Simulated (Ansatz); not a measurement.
CdTe (zinc blende)

```yaml
crystal:
  lattice:
    - [0.00000, 3.30930, 3.30930]
    - [3.30930, 0.00000, 3.30930]
    - [3.30930, 3.30930, 0.00000]
  atoms:
    - { symbol: Te, position: [0.75000, 0.75000, 0.75000] }
    - { symbol: Cd, position: [0.00000, 0.00000, 0.00000] }
```

The slice is a {100} plane (indices of the conventional cell) through the point (0.000, 0.000, 0.000) (fractional), spanned by u = [100] and v = [0 1 -1] in vectors of this cell: u (4.68 Å) and v (4.68 Å, at 90° to u). It covers one period; positions are fractions (u, v).

These are PBE (plane waves to 420 eV, PAW, scalar-relativistic; Ansatz, a quantum-chemistry and plane-wave program) values and carry that method's errors. k mesh 9×9×9. These are valence fields of a PAW run, semicore shells included where kept as valence: close to a nucleus they are smooth pseudo fields. CdTe was relaxed with its symmetry unable to fall. Spin-orbit coupling is left out, though Te is heavy. The PAW data are Ansatz's earlier set.

Problem. Sketch the density of the lowest conduction band (whole band as if filled, smooth part) on this plane as a map.

Solution. 
| v \ u | 0.00 | 0.10 | 0.20 | 0.30 | 0.40 | 0.50 | 0.60 | 0.70 | 0.80 | 0.90 |
|---|---|---|---|---|---|---|---|---|---|---|
| 0.90 | 0.007 | 0.024 | 0.065 | 0.030 | 0.016 | 0.016 | 0.016 | 0.030 | 0.065 | 0.024 |
| 0.80 | 0.064 | 0.065 | 0.045 | 0.023 | 0.016 | 0.016 | 0.016 | 0.023 | 0.045 | 0.065 |
| 0.70 | 0.032 | 0.030 | 0.023 | 0.016 | 0.014 | 0.014 | 0.014 | 0.016 | 0.023 | 0.030 |
| 0.60 | 0.015 | 0.016 | 0.016 | 0.014 | 0.012 | 0.011 | 0.012 | 0.014 | 0.016 | 0.016 |
| 0.50 | 0.014 | 0.016 | 0.016 | 0.014 | 0.011 | 0.010 | 0.011 | 0.014 | 0.016 | 0.016 |
| 0.40 | 0.015 | 0.016 | 0.016 | 0.014 | 0.012 | 0.011 | 0.012 | 0.014 | 0.016 | 0.016 |
| 0.30 | 0.032 | 0.030 | 0.023 | 0.016 | 0.014 | 0.014 | 0.014 | 0.016 | 0.023 | 0.030 |
| 0.20 | 0.064 | 0.065 | 0.045 | 0.023 | 0.016 | 0.016 | 0.016 | 0.023 | 0.045 | 0.065 |
| 0.10 | 0.007 | 0.024 | 0.065 | 0.030 | 0.016 | 0.016 | 0.016 | 0.030 | 0.065 | 0.024 |
| 0.00 | 0.261 | 0.007 | 0.064 | 0.032 | 0.015 | 0.014 | 0.015 | 0.032 | 0.064 | 0.007 |

Values: density of the lowest conduction band (whole band as if filled, smooth part) in e/Å³.
